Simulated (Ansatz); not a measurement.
## Fe13Co3: do energies and stresses tell the same story?

Level of theory: DFT PBEsol, scalar-relativistic, plane waves, PAW in Ansatz 0.2.0.

Plane waves to 420 eV, a k mesh through Γ of 6×6×6 on the computed 16-atom cell and Gaussian smearing (0.10 eV); collinear spin from starting moments 2.48 2.72 2.72 2.72 2.72 2.5 2.72 2.72 2.72 2.48 2.46 2.72 2.46 1.99 1.98 1.94 μB.

Relaxed cell: P4/mmm, a = 5.601 Å, b = 5.601 Å, c = 5.595 Å, α = 90.00°, β = 90.00°, γ = 90.00°, 16 atoms in the primitive cell. Whether it is the stable form of this composition wasn't checked.

Energies at zero smearing and pressures from the stress tensor, at volumes with shape and atoms relaxed:
| V (Å³/atom) | E − E(first) (meV/atom) | P (GPa) |
| --- | --- | --- |
| 9.655 | 0.00 | 35.92 |
| 9.984 | -62.18 | 24.56 |
| 10.313 | -102.20 | 14.70 |
| 10.642 | -123.88 | 6.70 |
| 10.971 | -130.97 | 0.00 |
| 11.300 | -125.06 | -5.79 |
| 11.629 | -108.05 | -10.66 |
| 12.068 | -71.42 | -16.00 |

Q: Check P = −dE/dV between neighbouring volumes, and get the bulk modulus from the pressures alone.

A: With 1 eV/Å³ = 160.2 GPa:
```csv
middle V (Å³/atom),−ΔE/ΔV (GPa),mean P (GPa)
9.819,30.267,30.237
10.148,19.483,19.628
10.477,10.554,10.700
10.807,3.451,3.350
11.136,-2.881,-2.893
11.465,-8.280,-8.222
11.849,-13.372,-13.331
```

The two differ by 0.15 GPa at most. The mean of two end pressures misses the average over a step by about ΔV² P″/12, up to 0.20 GPa here; with that taken off 0.23 GPa remains. The stress is the derivative of the free energy, not of the energy at zero smearing, and with free energies 0.09 GPa remains. The largest site moment goes from 2.21 to 2.62 μB along the series, which bends P(V). Around V = 10.971 Å³/atom, the two neighbours give B = −V ΔP/ΔV = 10.971 × 12.49 / 0.658 = 208.1 GPa, against B0 = 208.2 GPa from the Birch–Murnaghan fit of the energies.

Only parallel moments were tried here.

Only this magnetic start was tried.